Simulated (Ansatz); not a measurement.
# Data sheet: ZrMo (DFT)

ZrMo:
```
CELL_PARAMETERS angstrom
      3.29945     0.00000     0.00000
      0.00000     3.29945     0.00000
      0.00000     0.00000     3.29945
ATOMIC_POSITIONS crystal
  Mo 0.00000 0.00000 0.00000
  Zr 0.50000 0.50000 0.50000
```

Space group Pm-3m (No. 221), CsCl type; conventional cell a = b = c = 3.2995 Å, α = β = γ = 90.00°.

Method: DFT-PBEsol in the program Ansatz with PAW potentials. Geometry: relaxed at this level of theory. Other levels are named where they apply.

### Cell and energy

- Volume per atom: 17.96 Å³
- Density: 8.65 g/cm³
- Formation energy from the elements (no fitted shifts): 73 meV/atom

### Electronic structure

Electronic character: metallic (no gap)
Density of states at the Fermi level: 1.9 states/eV per atom (mean over ±0.08 eV)
Gap with spin–orbit coupling: none (metallic)

### Mechanics

- Bulk modulus (Birch–Murnaghan fit) = 161 GPa
- Pressure derivative B′ = 3.7
- Elastic constants (relaxed ions, GPa) = C11 = 226, C12 = 130, C44 = 13.7
- Mechanical stability = stable (all eigenvalues of C positive)
- Hill bulk and shear moduli = 162 and 23.3 GPa
- Young's modulus = 66.6 GPa
- Poisson's ratio = 0.43
- Debye temperature from the elastic constants = 212 K

### Phonons

- Highest zone-centre frequency: 6.08 THz
- Zone-centre stability: no imaginary mode at Γ

The start of the workflow was typed in or built on a structure type; neither database checked (COD, Materials Project) lists it. Its standing as an ambient phase is unchecked. Symmetry was held in the PBEsol relaxation. No spin polarisation was allowed. As this level gives no gap, shear constants depend on the k-mesh and smearing (Fermi–Dirac, 0.1 eV here). As this level gives no gap, phonon frequencies hold no LO–TO term and depend on the k-mesh and smearing (Fermi–Dirac, 0.1 eV here). On the denser mesh and wider smearing of the elastic run this cell carries a stress of 0.4 GPa. The references are the lowest solids computed at this level, not always the standard phases. Spin–orbit coupling is left out wherever it is not named.

Potentials: the earlier of the program's two PAW sets. The files were generated under PBE; for other functionals the program regenerates the frozen cores, and for LDA and PBEsol the local potential too.
